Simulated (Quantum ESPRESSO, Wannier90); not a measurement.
# TePb (rock salt), plane waves to Wannier functions

Cell from Materials Project (mp-19717), symmetrised, no further relaxation. COD (Crystallography Open Database) has an entry of this formula and space group (matched by these alone). Level: PBEsol, no spin polarisation, no spin-orbit coupling; pw.x of Quantum ESPRESSO at 66 Ry with PseudoDojo potentials, 8×8×8 k-points, Wannier90. Density: 8×8×8 mesh, cold smearing 0.01 Ry. Spin-orbit coupling is left out although heavy elements are present.

Input w.win:

```
num_bands = 15
num_wann = 8
exclude_bands = 1-10
num_iter = 0
conv_tol = 1.0e-7
conv_window = 4
dis_num_iter = 1000
dis_conv_tol = 1.0e-7
dis_froz_max = 10.52
write_hr = true
write_u_matrices = true
begin projections
Te: s;p
Pb: s;p
end projections
begin unit_cell_cart
ang
    0.0000000000    3.2708950000    3.2708950000
    3.2708950000    0.0000000000    3.2708950000
    3.2708950000    3.2708950000    0.0000000000
end unit_cell_cart
begin atoms_frac
Te   0.0000000000  0.0000000000  0.0000000000
Pb   0.5000000000  0.5000000000  0.5000000000
end atoms_frac
mp_grid = 8 8 8
begin kpoints
0.0000000000 0.0000000000 0.0000000000
0.0000000000 0.0000000000 0.1250000000
0.0000000000 0.0000000000 0.2500000000
... (509 more lines: the 8x8x8 mesh through Gamma)
end kpoints
```

On the energy scale of pw.x, whose zero is arbitrary, the valence-band maximum lies at 8.28 eV. Lines of w_hr.dat (R1 R2 R3 m n Re Im, eV) for R = 0 and one of the shortest lattice vectors, rounded to 0.01 eV, lines under 0.02 eV left out; orbitals in order: Te1 s, Te1 pz, Te1 px, Te1 py, Pb2 s, Pb2 pz, Pb2 px, Pb2 py.

```
    0    0    0    1    1    -1.34     0.00
    0    0    0    2    2     7.80     0.00
    0    0    0    3    3     7.80     0.00
    0    0    0    4    4     7.80     0.00
    0    0    0    5    5     1.12     0.00
    0    0    0    6    6     9.92     0.00
    0    0    0    7    7     9.92     0.00
    0    0    0    8    8     9.92     0.00
   -1    0    0    2    2    -0.03     0.00
   -1    0    0    4    2     0.06     0.00
   -1    0    0    2    4     0.06     0.00
   -1    0    0    4    4    -0.03     0.00
   -1    0    0    1    5    -0.45     0.00
   -1    0    0    3    5    -1.00     0.00
   -1    0    0    2    6    -0.42     0.00
   -1    0    0    6    6     0.05     0.00
   -1    0    0    8    6     0.15     0.00
   -1    0    0    1    7     0.97     0.00
   -1    0    0    3    7     1.80     0.00
   -1    0    0    7    7    -0.03     0.00
   -1    0    0    4    8    -0.42     0.00
   -1    0    0    6    8     0.15     0.00
   -1    0    0    8    8     0.05     0.00
```
